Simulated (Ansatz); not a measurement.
Re2Zn and the effect of the functional

The structure is cubic, space group Fm-3m (No. 225). Conventional cell: a = 5.791 Å, b = 5.791 Å, c = 5.791 Å, α = 90.00°, β = 90.00°, γ = 90.00°. Zn (site symmetry m-3m) is surrounded by 8 Re at 2.51 Å. Around Re (site symmetry -43m) lie 4 Zn at 2.51 Å.

The cell comes from a database or a generator and needn't be the stable form of this composition.

Kept alike: task band structure; k mesh 8 × 8 × 8; occupations fermi-dirac, width 0.05 eV; no spin polarisation. Program: Ansatz, Ansatz PAW. Cutoffs run from 420 to 500 eV. The mesh is that of the run's cell of 3 atoms. No spin-orbit coupling.

| functional | pressure (GPa) |
| --- | --- |
| BLYP | 9.39 |
| LDA | -12.25 |
| PBE | -0.03 |
| PBEsol | -7.61 |
| RPBE | 3.47 |
| r2SCAN | -5.07 |
| revPBE | 2.49 |

Pressure is positive in compression, with a Pulay correction for the finite cutoff. For a metal such a mesh leaves the last digits unconverged. All rows use potentials made for PBE.

**Question.** What does the functional change here?

**Answer.** The pressure runs from -12.25 (LDA) to 9.39 GPa (BLYP). From PBE: BLYP +9.42; LDA -12.22; PBEsol -7.58; RPBE +3.50; r2SCAN -5.04; revPBE +2.52. A positive pressure means that the functional's own cell is larger than the one given, a negative one that it is smaller.
